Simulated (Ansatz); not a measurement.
TiOs:
```yaml
crystal:
  lattice:
    - [3.08032, 0.00000, 0.00000]
    - [0.00000, 3.08032, 0.00000]
    - [0.00000, 0.00000, 3.08032]
  atoms:
    - { symbol: Os, position: [0.00000, 0.00000, 0.00000] }
    - { symbol: Ti, position: [0.50000, 0.50000, 0.50000] }
```

Relaxed with r²SCAN.

**Question.** Which orbitals make up the states near the Fermi level in r²SCAN in the plane-wave PAW code Ansatz?

**Answer.** Within 0.5 eV of the Fermi level: Ti 3d 49 %, Os 5d 22 %, Ti 4s 6 %, outside the projected shells 20 %. Projections are on Löwdin-orthogonalised atomic valence shells; empty p or d shells of many metals are not among them.

**Question.** Tabulate the density of states.

**Answer.** States/eV per cell of 2 atoms, in 0.25 eV bins, energy from the Fermi level.

```
E (eV)  total  Os 5d  Ti 3d  Os 6s
------  -----  -----  -----  -----
-7.85    0.15   0.00   0.00   0.06
-7.60    0.18   0.00   0.00   0.07
-7.35    0.20   0.01   0.00   0.08
-7.10    0.24   0.01   0.01   0.10
-6.85    0.28   0.02   0.01   0.12
-6.60    0.33   0.03   0.02   0.14
-6.35    0.40   0.05   0.03   0.17
-6.10    0.53   0.10   0.05   0.23
-5.85    0.98   0.27   0.15   0.38
-5.60    1.40   0.49   0.31   0.44
-5.35    1.21   0.57   0.27   0.23
-5.10    1.39   0.77   0.32   0.15
-4.85    1.65   1.01   0.36   0.11
-4.60    2.24   1.47   0.47   0.08
-4.35    2.44   1.60   0.53   0.07
-4.10    1.95   1.18   0.49   0.07
-3.85    2.43   1.68   0.49   0.06
-3.60    2.24   1.67   0.41   0.03
-3.35    3.16   2.31   0.69   0.07
-3.10    2.68   1.90   0.66   0.05
-2.85    2.26   1.57   0.58   0.05
-2.60    2.42   1.66   0.62   0.06
-2.35    2.71   1.83   0.65   0.10
-2.10    3.02   2.02   0.72   0.11
-1.85    3.05   1.95   0.78   0.08
-1.60    2.28   1.17   0.78   0.06
-1.35    1.80   0.75   0.69   0.05
-1.10    1.72   0.89   0.51   0.04
-0.85    1.16   0.65   0.28   0.03
-0.60    0.51   0.17   0.17   0.02
-0.35    0.38   0.10   0.14   0.01
-0.10    0.33   0.06   0.15   0.01
0.15     0.33   0.06   0.17   0.01
0.40     0.35   0.07   0.22   0.00
0.65     0.52   0.11   0.39   0.00
0.90     1.70   0.32   1.31   0.00
1.15     2.65   0.64   1.90   0.01
1.40     3.86   1.10   2.62   0.02
1.65     4.82   2.07   2.65   0.03
1.90     3.53   1.30   2.06   0.06
2.15     3.89   1.22   2.48   0.08
2.40     3.86   1.12   2.40   0.22
2.65     1.74   0.39   1.19   0.11
2.90     1.80   0.31   1.40   0.04
3.15     3.87   0.50   3.23   0.04
3.40     1.90   0.40   1.35   0.04
3.65     1.43   0.36   0.96   0.03
3.90     1.21   0.25   0.75   0.04
4.15     0.92   0.15   0.50   0.06
4.40     0.83   0.14   0.41   0.07
4.65     0.72   0.11   0.30   0.08
```

Space group Pm-3m (CsCl type). The workflow started from an entry of the Crystallography Open Database (COD). Its standing as an ambient phase is unchecked. The r²SCAN relaxation kept the symmetry of its start; whether a distortion lowers the energy is not shown. The run is not spin-polarised. Scalar-relativistic: spin–orbit coupling is off unless named, which matters more the heavier the elements.

Potentials: the later of the program's two PAW sets.
